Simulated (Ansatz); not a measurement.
LiNbO3 (LiNbO3 type, space group R3c)

```
LiNbO3
1.0
    2.56874     1.48306     4.62825
   -2.56874     1.48306     4.62825
    0.00000    -2.96613     4.62825
Li Nb O
2 2 6
Cartesian
  0.00000   0.00000   9.74952
  0.00000   0.00000   2.80715
  0.00000   0.00000  13.66503
  0.00000   0.00000   6.72266
 -0.65259   1.43752   8.16126
  1.57123  -0.15360   8.16126
 -0.91863  -1.28392   8.16126
  0.99752   1.32946   5.84713
  0.65259  -1.52860   5.84713
 -1.65011   0.19914   5.84713
```

E(V) scan at fixed shape, V₀ the volume above. The atoms relax within the cell's symmetry.

The numbers are results of r2SCAN (plane waves to 500 eV, PAW, scalar-relativistic; Ansatz, a quantum-chemistry and plane-wave program), not measurements. k mesh 8×8×8 (Γ-centred), Fermi-Dirac smearing 0.05 eV. The energy includes the smearing's −TS. Compression counts positive. With the shape held, the modulus is that of even scaling; a crystal free to change shape is softer. LiNbO3 is run without spin polarisation. LiNbO3 was relaxed with its symmetry unable to fall. The zero of ΔE is the relaxed starting cell.

```tsv
V (Å³/cell)	ΔE (meV/atom)	P (GPa)
99.44	15.8	8.44
100.71	9.9	6.50
101.98	5.4	4.70
103.25	2.4	3.02
104.52	0.6	1.46
105.79	0.0	0.00
107.06	0.5	-1.33
108.33	2.1	-2.59
109.60	4.6	-3.72
110.87	8.0	-4.77
112.14	12.1	-5.72
```

Read from the data:

The pressure at the smallest volume comes out as 8.44 GPa. The energy cost of the largest compression is 15.8 meV/atom. The energy cost of the largest expansion is 12.1 meV/atom, the bulk modulus at fixed cell shape B₀ (third-order Birch-Murnaghan fit) comes out as 116 GPa and the pressure derivative B₀′ (fit) is 5.4. The equilibrium volume of the fit is 10.58 Å³/atom and the pressure for 5 % compression (fit) is 6.8 GPa.

(Under strain, the slope of the energy per volume gives the stress and its curvature an elastic modulus.)
